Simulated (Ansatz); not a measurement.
Q: Name crystals whose computed values (plane-wave PAW r²SCAN (Ansatz code)) fall in these windows: B₀ by P(V) fit (GPa) 52 to 73; highest Γ mode, no LO–TO term (cm⁻¹) 200 to 270.

A: 

```tsv
crystal	B₀ by P(V) fit (GPa)	highest Γ mode, no LO–TO term (cm⁻¹)
Ga, α-Ga	62.5	240
NaF, rock salt	54.4	262
InGaAs2, R3m (In on 3a, Ga on 3a, As on 3a, As on 3a)	62.5	248
Ga, Cmcm (Ga on 8g)	54.8	247
Ga2BiAs, P-4m2 (Ga on 2g, Bi on 1a, As on 1c)	54.0	229
```
Others may fit too.

Not the usual ambient phase: Ga, Cmcm (Ga on 8g). Standing as an ambient phase not checked: InGaAs2, R3m (In on 3a, Ga on 3a, As on 3a, As on 3a); Ga2BiAs, P-4m2 (Ga on 2g, Bi on 1a, As on 1c). Perhaps ordered models of mixed-site phases: InGaAs2, R3m (In on 3a, Ga on 3a, As on 3a, As on 3a). All cells were relaxed under the symmetry of their starts (and spin orders); stability against distortions was not tested throughout. Spin–orbit coupling is left out wherever it is not named.

Potentials: the later of the program's two PAW sets.
